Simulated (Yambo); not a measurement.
A BSE run in Yambo for RbH (rock salt, space group Fm-3m, No. 225) (PBEsol bands; 10×10×10 mesh, 1 valence and 6 conduction bands, static screening with 24 bands and a 4 Ry block, scissor 2.54 eV, Tamm-Dancoff; field along x) gives:

| state | energy (eV) | states within 2 meV | relative strength | class |
|---|---|---|---|---|
| 1 | 4.61 | 3 | 1.00 | strong |
| 2 | 4.75 | 1 | < 0.01 | dark |
| 3 | 5.00 | 3 | 0.15 | strong |
| 4 | 5.04 | 1 | < 0.01 | dark |
| 5 | 5.14 | 3 | < 0.01 | dark |

Problem. What changes when the window shrinks to 1 valence and 4 conduction bands?

Solution. The lowest state goes from 4.611 eV to 4.612 eV, and its distance below the direct gap from 0.657 eV to 0.656 eV. These are vertical excitations (zero momentum). The scissor comes from a G0W0 run whose convergence isn't established.

Geometry of the Materials Project entry, not relaxed at this level; primitive cell a = 4.2484 Å, b = 4.2484 Å, c = 4.2484 Å, α = 60.00°, β = 60.00°, γ = 60.00°.
